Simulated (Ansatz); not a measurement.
Values for one crystal, relaxed and computed with r²SCAN (plane waves, PAW; program Ansatz); other levels are named.

- Volume per atom: 11.39 Å³
- Band gap: 4.40 eV (indirect)
- Conduction-band minimum: off the standard path, at k = (0.260, 0.422, 0.380)
- Electron effective mass: 1.2, 2.3, 3.7 mₑ (principal values)
- Hole effective mass: 1.0, 2.0, 13 mₑ (principal values)
- Gap with spin–orbit coupling: 4.38 eV
- Valence-band maximum: at Γ

### Question
Which of these materials gives this?
(A) YN, rock salt
(B) Na2S, P6_3/mmc (S on 2c, Na on 2a, Na on 2d)
(C) BaCd2Sb2, P-3m1 (Ba on 1a, Cd on 2d, Sb on 2d)
(D) ZrO2, Pca2_1 (Zr on 4a, O on 4a, O on 4a)

### Answer
D, ZrO2, Pca2_1 (Zr on 4a, O on 4a, O on 4a)

The r²SCAN relaxation kept the symmetry of its start. No spin polarisation was allowed. Scalar-relativistic: spin–orbit coupling is off unless named, which matters more the heavier the elements.

Potentials: the later of the program's two PAW sets.
